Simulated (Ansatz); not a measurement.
TiB2:
```yaml
crystal:
  lattice:
    - [3.02446, 0.00000, 0.00000]
    - [-1.51223, 2.61926, 0.00000]
    - [0.00000, 0.00000, 3.22341]
  atoms:
    - { symbol: Ti, position: [0.00000, 0.00000, 0.00000] }
    - { symbol: B, position: [0.33333, 0.66667, 0.50000] }
    - { symbol: B, position: [0.66667, 0.33333, 0.50000] }
```

Relaxed with r²SCAN. Special points in fractions of this cell's reciprocal vectors: Γ (0.000, 0.000, 0.000); M (0.500, 0.000, 0.000); K (0.333, 0.333, 0.000); A (0.000, 0.000, 0.500); L (0.500, 0.000, 0.500); H (0.333, 0.333, 0.500).

**Question.** List the band energies nearest the Fermi level at these points for r²SCAN in the plane-wave PAW code Ansatz.

**Answer.** In eV from the Fermi level; about four levels below and three above (degenerate sets whole), none deeper than 8.9 eV; points with the same levels are listed once.

```
k                    below                above
-  -----------------------  -------------------
Γ  -2.79 -2.79 -2.61 -2.22  1.99 1.99 3.85 3.85
M        -3.56 -3.47 -2.40       1.40 2.87 3.37
K        -7.82 -2.02 -2.02       1.41 1.41 2.11
A  -0.64 -0.64 -0.22 -0.22       0.46 0.46 1.75
L  -8.18 -4.98 -4.12 -3.52       2.62 3.05 4.64
H        -6.17 -3.48 -3.48       2.64 4.40 4.40
```

Space group P6/mmm. Symmetry was held in the r²SCAN relaxation. The run is not spin-polarised.

Potentials: the later of the program's two PAW sets.
